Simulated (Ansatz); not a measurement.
TiO₂ (anatase)

Space group I4₁/amd, origin choice 1 (No. 141); a = 3.7988 Å, b = 3.7988 Å, c = 9.7008 Å, α = 90.00°, β = 90.00°, γ = 90.00°

```tsv
atom	site	symmetry	x	y	z
Ti	4b	-4m2	0.0000	0.0000	0.5000
O	8e	2mm.	0.0000	0.0000	0.2935
```
(The calculation used a cell of 6 atoms; values per cell refer to that cell.)

The relaxed cell is deformed in two ways at once: its volume V is scaled, and at that volume it is stretched along z (the c axis of the conventional cell) so that c/a changes. Fractional atomic positions are held.

All values below come from PBE (plane waves to 420 eV, PAW, scalar-relativistic; Ansatz, a quantum-chemistry and plane-wave program). k mesh 12×12×12 (Γ-centred), Fermi-Dirac smearing 0.05 eV. Energies are smeared free energies. As the atoms are clamped, bonds stretch with the cell, which overstates energies and stresses. TiO2 is run without spin polarisation. TiO2 was relaxed with its symmetry unable to fall.

Changes of ΔE (meV/atom) from the point V/V₀ = 1.000, (c/a)/(c/a)₀ = 1.000 when one coordinate moves alone (two changes are said to add if the coupling is within 5 % of the smaller one, nearly so within 20 %):

```json
[
 {"point": "V/V₀ = 1.000, (c/a)/(c/a)₀ = 0.960", "change": "9.19"},
 {"point": "V/V₀ = 1.000, (c/a)/(c/a)₀ = 0.980", "change": "2.18"},
 {"point": "V/V₀ = 0.960, (c/a)/(c/a)₀ = 1.000", "change": "12.88"},
 {"point": "V/V₀ = 0.980, (c/a)/(c/a)₀ = 1.000", "change": "3.10"},
 {"point": "V/V₀ = 1.020, (c/a)/(c/a)₀ = 1.000", "change": "2.90"},
 {"point": "V/V₀ = 1.040, (c/a)/(c/a)₀ = 1.000", "change": "11.19"},
 {"point": "V/V₀ = 1.000, (c/a)/(c/a)₀ = 1.020", "change": "1.98"},
 {"point": "V/V₀ = 1.000, (c/a)/(c/a)₀ = 1.040", "change": "7.54"}
]
```

Problem. What is the change at V/V₀ = 0.980, (c/a)/(c/a)₀ = 0.960, where both move, and how far is it from the sum?

Solution. The sum of the single changes is 3.10 + (9.19) = 12.29; the calculation gives 13.54, so the coupling contributes 1.25 (over 20 % of the smaller single change, not additive).

Problem. What is the change at V/V₀ = 0.960, (c/a)/(c/a)₀ = 0.980, where both move, and how far is it from the sum?

Solution. The sum of the single changes is 12.88 + (2.18) = 15.06; the calculation gives 15.89, so the coupling contributes 0.83 (over 20 % of the smaller single change, not additive).

Problem. What is the change at V/V₀ = 1.020, (c/a)/(c/a)₀ = 0.980, where both move, and how far is it from the sum?

Solution. The sum of the single changes is 2.90 + (2.18) = 5.08; the calculation gives 4.69, so the coupling contributes -0.39 (under 20 % of the smaller single change, nearly additive).

(A scan under strain: stresses follow from slopes of the energy per volume, elastic moduli from its curvatures.)
